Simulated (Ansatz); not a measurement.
The end of the path is a generated cell of Hg: the first start was made by a random draw of sites in a space group, and the end was not matched to a known phase here, so it may be hypothetical.

A geometry of Hg away from equilibrium: step 17 of the relaxation of a randomly generated symmetric cell of Hg (space group No. 139). The numbers are results of r2SCAN (plane waves to 500 eV, PAW, scalar-relativistic; Ansatz, a program for electronic structure), not measurements. Γ-centred k-mesh 20×20×20 on the run's cell (coarser than for final values), Fermi–Dirac smearing 0.05 eV.

```xyz
1
Lattice="-1.4510 1.4510 2.9893 1.4510 -1.4510 2.9893 1.4510 1.4510 -2.9893" Properties=species:S:1:pos:R:3:forces:R:3 pbc="T T T" free_energy=-13829.626 pressure_GPa=2.7
Hg     0.0000     0.0000     0.0000    0.0000    0.0000    0.0000
```

Positions in Å, forces in eV/Å, free energy of the cell in eV (comparable only within this code, potentials and settings). Largest force: all forces are below 0.005 eV/Å; the geometry lies 0.03 eV/atom above the end of its relaxation.

No spin polarisation in the result.

The run could not lose the symmetry of its start, so the end can be a saddle point.
